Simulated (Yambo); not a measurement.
Absorption of BaO$_{2}$ (space group I4/mmm, No. 139) with and without the electron-hole interaction (Yambo, PBEsol bands; 6×6×6 mesh, 8 valence and 4 conduction bands, static screening with 58 bands and a 4 Ry block, scissor 1.65 eV, Tamm-Dancoff; field along x). Axes are Cartesian, with cell vectors (Å) (-1.89, 1.89, 3.38), (1.89, -1.89, 3.38), (1.89, 1.89, -3.38).

```csv
E (eV),"Im ε, BSE","Im ε, independent quasiparticles"
1.56,0.01,0.01
1.66,0.01,0.01
1.76,0.01,0.01
1.86,0.01,0.01
1.96,0.01,0.01
2.06,0.02,0.01
2.16,0.02,0.01
2.26,0.02,0.01
2.36,0.02,0.01
2.46,0.02,0.01
2.56,0.03,0.01
2.67,0.03,0.01
2.77,0.04,0.01
2.87,0.05,0.01
2.97,0.07,0.01
3.07,0.11,0.01
3.17,0.19,0.01
3.27,0.35,0.01
3.37,0.53,0.01
3.47,0.40,0.01
3.57,0.23,0.02
3.67,0.15,0.02
3.77,0.12,0.02
3.87,0.09,0.02
3.97,0.08,0.02
4.07,0.08,0.03
4.17,0.08,0.04
4.27,0.09,0.04
4.38,0.10,0.04
4.48,0.14,0.05
4.58,0.23,0.05
4.68,0.32,0.06
4.78,0.33,0.07
4.88,0.32,0.09
4.98,0.33,0.13
5.08,0.29,0.21
5.18,0.26,0.34
5.28,0.27,0.47
5.38,0.27,0.60
5.48,0.29,0.51
5.58,0.34,0.39
5.68,0.42,0.35
5.78,0.58,0.33
5.88,0.73,0.31
5.98,0.81,0.27
6.08,0.72,0.27
6.19,0.81,0.33
6.29,1.20,0.46
6.39,1.92,0.55
6.49,2.31,0.52
6.59,1.85,0.43
6.69,1.47,0.37
6.79,1.42,0.38
6.89,1.33,0.47
6.99,0.94,0.70
7.09,0.70,0.95
7.19,0.52,1.09
7.29,0.47,1.26
7.39,0.52,1.58
```

The scissor comes from a G0W0 run whose convergence isn't established. Broadening 0.15 eV. The band window holds all transitions up to 7.5 eV. Fine structure above the onset can come from the mesh.

Geometry relaxed with PBEsol; primitive cell a = 4.301 Å, b = 4.301 Å, c = 4.301 Å, α = 128.00°, β = 128.00°, γ = 76.63°.
